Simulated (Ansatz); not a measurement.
W (bcc, W type)

```
W
1.0
   -1.58464     1.58464     1.58464
    1.58464    -1.58464     1.58464
    1.58464     1.58464    -1.58464
W
1
Direct
  0.00000   0.00000   0.00000
```

E(V) scan at fixed shape, V₀ the volume above. Symmetry pins the atoms to their sites.

Level of theory: r2SCAN (plane waves to 500 eV, PAW, scalar-relativistic; Ansatz, a program for electronic structure). k mesh 21×21×21 (Γ-centred), Fermi-Dirac smearing 0.05 eV. The energy includes the smearing's −TS. Stress and pressure are positive under compression. Spin-orbit coupling is left out, though W is heavy. W is run without spin polarisation. W was relaxed with its symmetry unable to fall. ΔE is measured from the relaxed starting cell.

| V (Å³/cell) | P (GPa) | ΔE (kJ/mol of atoms) |
|---|---|---|
| 13.37 | 79.2 | 52.4 |
| 13.88 | 57.6 | 31.5 |
| 14.39 | 39.5 | ___ |
| 14.90 | 24.1 | 7.0 |
| 15.41 | 11.0 | 1.6 |
| 15.92 | 0.0 | 0.0 |
| 16.43 | -9.4 | 1.5 |
| 16.94 | -17.5 | 5.6 |
| 17.44 | -24.3 | ___ |
| 17.95 | -30.0 | 20.4 |
| 18.46 | ___ | 30.4 |

**Question.** What belongs in the gaps?

**Answer.** 
- 14.39, ΔE (kJ/mol of atoms): 16.7
- 17.44, ΔE (kJ/mol of atoms): 12.1
- 18.46, P (GPa): -34.8

(A scan under strain: stresses follow from slopes of the energy per volume, elastic moduli from its curvatures.)
